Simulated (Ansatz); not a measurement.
The cell is the one relaxed in the Materials Project (mp-20729), not relaxed further here; entries there can be hypothetical.

An input for LaIn$_{3}$ and the output that it gave: DFT, LDA, all-electron LAPW, scalar-relativistic (Ansatz 0.2.0).

```yaml
crystal:
  lattice:
    - [4.77405039, 0.0, 0.0]
    - [0.0, 4.77405039, 0.0]
    - [0.0, 0.0, 4.77405039]
  atoms:
    - { symbol: La, position: [0.0, 0.0, 0.0] }
    - { symbol: In, position: [0.5, 0.0, 0.5] }
    - { symbol: In, position: [0.0, 0.5, 0.5] }
    - { symbol: In, position: [0.5, 0.5, 0.0] }
kpoints:
  mp_grid: { grid: [9, 9, 9] }
  band_path:
    path:
      - [0.0, 0.0, 0.0]
      - [0.0, 0.5, 0.0]
      - [0.5, 0.5, 0.0]
      - [0.0, 0.0, 0.0]
      - [0.5, 0.5, 0.5]
      - [0.0, 0.5, 0.0]
      - [0.5, 0.5, 0.5]
      - [0.5, 0.5, 0.0]
    npoints: 8
scf:
  occupations: { method: fermi_dirac, width: 0.05 }
hamiltonian:
  xc: lda
  pseudopotentials: { kind: all_electron, lapw: { basis_error: 0.001 } }
output:
  forces: true
  stress: true
  eigenvalues: true
  fatbands: true
  populations: true
  dos: { projected: true, de: 0.2, e_range: [-14, 8] }
```

The log:

```
La: projections on atomic orbitals take those of the free atom 1s2 2s2 2p6 3s2 3p6 3d10 4s2 4p6 4d10 4f0 5s2 5p6 5d1 6s2, of charge +0.00 (hamiltonian.pseudopotentials.projection_atoms)
In: projections on atomic orbitals take those of the free atom 1s2 2s2 2p6 3s2 3p6 3d10 4s2 4p6 4d10 5s2 5p1, of charge +0.00 (hamiltonian.pseudopotentials.projection_atoms)
LAPW: plane waves up to 6.537 Å⁻¹, error target 1.0e-3 eV per atom; small_component_spin mean_spin; In in spheres of 1.688 Å, 21 of its electrons in bands, Dirac shells []; La in spheres of 1.688 Å, 29 of its electrons in bands, Dirac shells []
Engine: ansatz 0.2.0
Pseudopotentials: kind: all_electron
Pseudopotential: La, LAPW, valence charge 29, Koelling and Harmon's equation, gaussian nucleus
Pseudopotential: In, LAPW, valence charge 21, Koelling and Harmon's equation, gaussian nucleus
Functional definition: SPW92
  exchange = slater_x
  correlation = pw_c
Crystal: 4 atoms, lattice volume = 108.808 Å³
Basis set: ecut = 162.8343287097029 eV, 485 PW (Γ), exchange–correlation at level 2
Bands: 56, of which v1, the nominal top of the filled ones, is band 46 counted from 1 (45 counted from 0)
Symmetry: 48 space group operations
Space group: Pm-3m (ITA 221), of the structure as read, at distance tolerance 4.8e-5 Å
k-points: 35 of 729
Non-local potential: La, projectors of the file, none
Non-local potential: In, projectors of the file, none
Initial density: superposition of atomic densities (chi_scale 0.1, normalization cell, long waves kept (reshape's long-wave potential 0.00 eV rms))
Initial wavefunctions: plane waves of lowest kinetic energy (no species holds an atomic orbital)
Functional: x = slater, c = lda
iter 1 solved again at ethr=1.01e-3 eV; its pass at ethr=1.00e-1 eV (dr2=9.32e-1 eV) is discarded
SCF iter   1: F=—  HF=-710653.394921 eV  |F-HF|=—  |Δ(HF+E_count)|=         —  Δρ=1.40e-2  dr2=9.32e-1  ethr=1.01e-3  ⟨swp⟩=2.0  Hψ=12425  notcnv=0
preconditioner: auto → Kerker (q_TF=auto, 2.653 Å⁻¹)  [metal: Δε(μ)=0.095 eV  Ē_g=12.555 eV  σ=0.050 eV  W_gap=0.40  n_scr=32 (ndim 8)  ℏωp=24.7 eV  f_vac=0.000  D(μ)=1.80/eV (n_scr^D=6)]
SCF iter   2: F=—  HF=-710652.943905 eV  |F-HF|=—  |Δ(HF+E_count)|=   4.51e-1  Δρ=6.58e-3  dr2=1.68e-1  ethr=1.01e-3  ⟨swp⟩=2.1  Hψ=6241  notcnv=0
SCF iter   3: F=—  HF=-710652.892467 eV  |F-HF|=—  |Δ(HF+E_count)|=   5.14e-2  Δρ=5.25e-3  dr2=1.23e-1  ethr=1.83e-4  ⟨swp⟩=2.0  Hψ=6183  notcnv=0
SCF iter   4: F=—  HF=-710652.859372 eV  |F-HF|=—  |Δ(HF+E_count)|=         —  Δρ=2.30e-3  dr2=2.16e-2  ethr=1.34e-4  ⟨swp⟩=2.1  Hψ=5920  notcnv=0
the basis was enlarged: its passes take 121.3 KiB over the memory plan, 1 of 1 planned eigensolver slots
iter 5 solved again at ethr=1.08e-6 eV; its pass at ethr=2.35e-5 eV (dr2=9.97e-4 eV) is discarded
SCF iter   5: F=—  HF=-710652.853242 eV  |F-HF|=—  |Δ(HF+E_count)|=   6.13e-3  Δρ=5.23e-4  dr2=9.97e-4  ethr=1.08e-6  ⟨swp⟩=2.0  Hψ=10068  notcnv=0
SCF iter   6: F=—  HF=-710652.852822 eV  |F-HF|=—  |Δ(HF+E_count)|=   4.20e-4  Δρ=2.41e-4  dr2=9.60e-5  ethr=1.08e-6  ⟨swp⟩=2.1  Hψ=5997  notcnv=0
SCF iter   7: F=—  HF=-710652.852746 eV  |F-HF|=—  |Δ(HF+E_count)|=   7.59e-5  Δρ=1.36e-4  dr2=2.02e-5  ethr=1.04e-7  ⟨swp⟩=2.7  Hψ=6027  notcnv=0
SCF iter   8: F=—  HF=-710652.852756 eV  |F-HF|=—  |Δ(HF+E_count)|=   9.62e-6  Δρ=3.98e-5  dr2=3.32e-6  ethr=2.20e-8  ⟨swp⟩=2.8  Hψ=6039  notcnv=0
SCF iter   9: F=—  HF=-710652.852756 eV  |F-HF|=—  |Δ(HF+E_count)|=   5.20e-7  Δρ=1.68e-5  dr2=1.05e-6  ethr=3.60e-9  ⟨swp⟩=2.2  Hψ=6002  notcnv=0
SCF iter  10: F=-710652.852755 eV  HF=-710652.852756 eV  |F-HF|=2.57e-8  |Δ(HF+E_count)|=   5.02e-7  Δρ=5.29e-6  dr2=7.44e-8  ethr=1.14e-9  ⟨swp⟩=2.0  Hψ=5994  notcnv=0
SCF 1 converged in 10 iterations: F = -710652.852755 eV  dr2 = 7.44e-8
NSCF: frozen V_eff on 57 k-points
SCF converged after 10 iterations
Free energy (F): -710652.852755 eV
Harris-Foulkes:  -710652.852756 eV  (|F-HF|=2.57e-8)
Internal energy: -710652.836783 eV  (E = F + TS)
E sigma→0 (E₀):  -710652.844769 eV
Entropy (-TS):   -0.015973 eV (-3.993 meV/atom)
Fermi energy:    14.148832 eV
--- Per-component energies (eV) ---
  E_band       = -3975.937581
  E_kinetic    = 749957.993984
  E_xc         = -18006.904088
  E_electrostatic = -1442603.926679  (all electrons and nuclei)
  E_smearing   = -0.015973  (= −TS)
  E_closure    = 0.000000  (closes the sum)
  E_atoms      = -710635.627762  (free atoms, spherical and without spin; not in F)
  Σ components = -710652.852755   (vs F -710652.852755, Δ=0.00e0)
  Basis errors (estimates in eV, not in F): energy 1.8e-4 per atom: plane waves 1.6e-4 (8.3e-5 summed), levels above the bands 9.7e-25, relativity 2.9e-9, radial functions 1.8e-5, core shells 5.4e-10; eigenvalues (radial functions only) 1.4e-6; not estimated: angular momenta, meshes, grids; target (lapw.basis_error) 1.0e-3; muffin-tin radii In 1.688 Å, La 1.688 Å
--- Forces (eV/Å), atoms counted from 1 ---
  atom   1  La    -0.00000000     0.00000000    -0.00000000
  atom   2  In     0.00000000    -0.00000000     0.00000000
  atom   3  In     0.00000000     0.00000000    -0.00000000
  atom   4  In     0.00000000     0.00000000     0.00000000
  max |Σ_I F_I| component: 3.45e-30 eV/Å
--- Stress (GPa, compression-positive) ---
       -4.073048      -0.000000       0.000000
       -0.000000      -4.073048       0.000000
        0.000000       0.000000      -4.073048
  P = ⅓ Tr σ = -4.0730 GPa (-40.730 kbar)
--- Band table (eV; the first three rows and the last of 35) ---
  k-point 0: bands = ["-244.4754", "-178.3383", "-178.3383", "-178.3383", "-100.6828", "-100.6825", "-100.6825", "-82.6987", "-82.6987", "-82.6941", "-82.6941", "-82.6941", "-59.2924", "-59.2924", "-59.2924", "-59.2624", "-59.2624", "-59.2624", "-59.2621", "-59.2621", "-59.2621", "-18.4257", "-2.1158", "-2.1158", "-2.1158", "-0.2747", "-0.2747", "-0.2747", "-0.2613", "-0.1282", "-0.1282", "-0.0315", "-0.0315", "-0.0315", "0.0534", "0.0534", "0.1729", "0.1965", "0.1965", "0.1965", "5.7215", "11.1055", "11.1055", "13.1630", "13.1630", "13.1630", "15.6310", "15.6310", "15.6310", "16.1404", "16.3815", "16.3815", "16.3815", "16.4265", "16.4265", "16.4265"]
  k-point 1: bands = ["-244.4754", "-178.3383", "-178.3383", "-178.3383", "-100.6828", "-100.6825", "-100.6825", "-82.6987", "-82.6987", "-82.6941", "-82.6941", "-82.6941", "-59.2923", "-59.2923", "-59.2923", "-59.2624", "-59.2624", "-59.2624", "-59.2621", "-59.2621", "-59.2621", "-18.4252", "-2.1396", "-2.1226", "-2.1226", "-0.2718", "-0.2593", "-0.2593", "-0.2484", "-0.1225", "-0.1194", "-0.0344", "-0.0223", "-0.0223", "0.0479", "0.0536", "0.1661", "0.1822", "0.1822", "0.1965", "5.8261", "10.7135", "11.1729", "13.1414", "13.1414", "13.4387", "15.4054", "15.5040", "15.5040", "16.1372", "16.2689", "16.2689", "16.3688", "16.4365", "16.5883", "16.5883"]
  k-point 2: bands = ["-244.4754", "-178.3383", "-178.3383", "-178.3383", "-100.6828", "-100.6825", "-100.6825", "-82.6987", "-82.6987", "-82.6941", "-82.6941", "-82.6941", "-59.2923", "-59.2923", "-59.2923", "-59.2624", "-59.2623", "-59.2623", "-59.2621", "-59.2621", "-59.2621", "-18.4239", "-2.1983", "-2.1396", "-2.1396", "-0.2639", "-0.2162", "-0.2162", "-0.2136", "-0.1081", "-0.0948", "-0.0422", "0.0011", "0.0011", "0.0306", "0.0540", "0.1412", "0.1412", "0.1467", "0.1966", "6.1311", "9.8905", "11.3732", "13.0647", "13.0647", "14.0311", "14.7410", "15.3281", "15.3281", "16.1299", "16.2247", "16.2247", "16.3442", "16.4613", "16.6546", "16.7320"]
  k-point 34: bands = ["-244.4754", "-178.3383", "-178.3383", "-178.3383", "-100.6826", "-100.6826", "-100.6826", "-82.6987", "-82.6987", "-82.6941", "-82.6941", "-82.6941", "-59.2956", "-59.2905", "-59.2905", "-59.2640", "-59.2640", "-59.2640", "-59.2606", "-59.2606", "-59.2606", "-18.4154", "-2.2106", "-2.2020", "-2.2020", "-0.1749", "-0.1653", "-0.1653", "-0.1607", "-0.1248", "-0.1248", "-0.1162", "0.0020", "0.0063", "0.0063", "0.0120", "0.0120", "0.1619", "0.1619", "0.1707", "8.9711", "9.2640", "9.2640", "11.2787", "12.7953", "12.9248", "12.9248", "16.0641", "16.0689", "16.0689", "16.1381", "16.1381", "16.1409", "16.2701", "17.5406", "17.5406"]
--- Löwdin populations: 4 sites ---
  site symbol       q [e]
     0     La     56.8157
     1     In     49.0502
     2     In     49.0502
     3     In     49.0502
  spilling = 0.000165 (of n_electrons = 204.000000)
```
